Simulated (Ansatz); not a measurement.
The elements of this relaxed crystal are hidden behind letters.

```
lattice vectors (Å)
   9.3492    0.0000    0.0000
   0.0000    2.9170    0.0000
   0.0000    0.0000    4.8201
fractional positions
X 0.1629 0.2500 0.9579
X 0.8371 0.7500 0.0421
X 0.3371 0.7500 0.4579
X 0.6629 0.2500 0.5421
Z 0.7710 0.2500 0.2301
Z 0.2290 0.7500 0.7699
Z 0.7290 0.7500 0.7301
Z 0.2710 0.2500 0.2699
Z 0.9686 0.2500 0.8454
Z 0.0314 0.7500 0.1546
Z 0.5314 0.7500 0.3454
Z 0.4686 0.2500 0.6546
```

The calculation used DFT PBE, scalar-relativistic, plane waves, PAW (Ansatz). Plane waves to 420 eV, a 4×12×8 mesh through Γ for the 12-atom cell and 0.01 eV Gaussian smearing; collinear spin.

```
Space group                                : Pnma (No. 62)
Conventional cell                          : a = 9.349 Å, b = 2.917 Å, c = 4.820 Å
Volume per atom                            : 10.95 Å³
Density                                    : 2.98 g/cm³
Formation energy                           : −2.126 eV/atom
Gap on the 4×12×8 mesh of the 12-atom cell : 0.14 eV
Net moment per atom                        : 0.33 μB
```

Energies are uncorrected and count from the elements' standard states at the same level.

Q: X is a p-block element of period 3 and Z is a p-block element of period 2. Which elements are they?

A: X = Al, Z = O, so the formula is AlO2. Density times volume gives a mean mass of 2.98 × 10.95/1.6605 = 19.7 u per atom, and this set has 19.7 u. Al is surrounded by 4 O at 1.81–1.90 Å and 2 O at 2.13 Å; O on its first site has 3 Al at 1.81–1.82 Å; O on its second site is surrounded by 1 Al at 1.90 Å, 2 Al at 2.13 Å and 2 O at 2.17 Å. Other sets within the hints have nearly the same mass, so mass alone doesn't settle it; this one was computed.

Kohn–Sham gaps at this level usually fall short of measured ones. The magnetic state reached may not be the lowest. Symmetry constrained the relaxation, so the result can be a saddle point.
